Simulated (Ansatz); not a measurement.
SrGaSn: pressure against volume

A database entry relaxed whole under r2SCAN (P6_3/mmc):

```yaml
crystal:
  lattice:
    - [4.55787, 0.00000, 0.00000]
    - [-2.27894, 3.94723, 0.00000]
    - [0.00000, 0.00000, 18.98934]
  atoms:
    - { symbol: Sr, position: [0.00000, 0.00000, 0.00000] }
    - { symbol: Sr, position: [0.00000, 0.00000, 0.50000] }
    - { symbol: Sr, position: [0.00000, 0.00000, 0.25000] }
    - { symbol: Sr, position: [0.00000, 0.00000, 0.75000] }
    - { symbol: Ga, position: [0.33333, 0.66667, 0.15979] }
    - { symbol: Ga, position: [0.66667, 0.33333, 0.65979] }
    - { symbol: Ga, position: [0.33333, 0.66667, 0.34021] }
    - { symbol: Ga, position: [0.66667, 0.33333, 0.84021] }
    - { symbol: Sn, position: [0.33333, 0.66667, 0.61624] }
    - { symbol: Sn, position: [0.66667, 0.33333, 0.11624] }
    - { symbol: Sn, position: [0.33333, 0.66667, 0.88376] }
    - { symbol: Sn, position: [0.66667, 0.33333, 0.38376] }
```

The cell was scaled uniformly, its shape held, and the atoms relaxed at each volume with plane-wave PAW DFT (Ansatz 0.2.0; r2SCAN, 500 eV, 9×9×2 Γ-centred mesh, fermi-dirac occupations of width 0.100 eV; no spin, no spin-orbit coupling). One row is withheld.

```csv
volume (Å³/atom),energy over the lowest (meV/atom),pressure (GPa)
26.762,15.6,3.12
27.331,6.6,1.96
27.900,1.6,0.92
28.470,0.0,0.00
29.039,1.6,-0.83
29.609,?,?
30.178,12.7,-2.23
```

Q: Fit the pressures of the other rows to the third-order Birch-Murnaghan form.

A: With f = [(V₀/V)^(2/3) − 1]/2 and P = 3B₀f(1 + 2f)^(5/2)[1 + 3(B₀′ − 4)f/2], least squares gives V₀ = 28.47 Å³ an atom, B₀ = 43.7 GPa and B₀′ = 4.6; the rows miss the fit by less than 0.01 GPa. The slope of the energies differs from these pressures by less than 0.05 GPa.

Q: What does the withheld row hold?

A: The fit gives -1.57 GPa at 29.609 Å³; the run gave -1.57 GPa and 5.9 meV an atom.

Caveats: the shape of the cell was held, so B₀ is an upper bound where the axes differ in stiffness; 0 K, fixed nuclei; the symmetry was kept, and this need not be the phase that is stable at 0 K; one mesh for all volumes; pressure is positive in compression.
